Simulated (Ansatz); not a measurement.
The elements of this relaxed trial crystal are hidden behind letters.

```
lattice vectors (Å)
   2.7398    0.0000    0.0000
  -1.3699    2.3728    0.0000
   0.0000    0.0000   13.2879
fractional positions
X 0.3333 0.6667 0.0829
X 0.3333 0.6667 0.4171
X 0.6667 0.3333 0.5829
X 0.6667 0.3333 0.9171
Z 0.3333 0.6667 0.7500
Z 0.6667 0.3333 0.2500
```

Level of theory: Ansatz, DFT PBE, scalar-relativistic, plane waves, PAW. Plane waves to 420 eV, an 18×18×4 mesh through Γ for the 6-atom cell and 0.10 eV Gaussian smearing; no spin polarisation.

```
Space group                                : P6_3/mmc (No. 194)
Conventional cell                          : a = 2.740 Å, c = 13.288 Å
Volume per atom                            : 14.40 Å³
Density                                    : 18.74 g/cm³
Energy over the elements                   : +0.04 eV/atom
Gap on the 18×18×4 mesh of the 6-atom cell : 0 eV (a metal)
```

Energies are uncorrected and count from the elements' standard states at the same level.

Question: X is a d-block element of period 6 and Z is a d-block element of period 5. Which elements are they?

Answer: X = Ir, Z = Rh, so the formula is Ir2Rh. Density times volume gives a mean mass of 18.74 × 14.40/1.6605 = 162.5 u per atom, and this set has 162.4 u. Around Ir lie 9 Ir at 2.71–2.74 Å and 3 Rh at 2.73 Å; Rh has 6 Ir at 2.73 Å and 6 Rh at 2.74 Å. Other sets within the hints have nearly the same mass, so mass alone doesn't settle it; this one was computed.

Spin–orbit coupling, which can matter for Ir, is left out. A later test with randomly moved atoms came back to the same energy, though modes that don't fit the test's cell weren't probed.
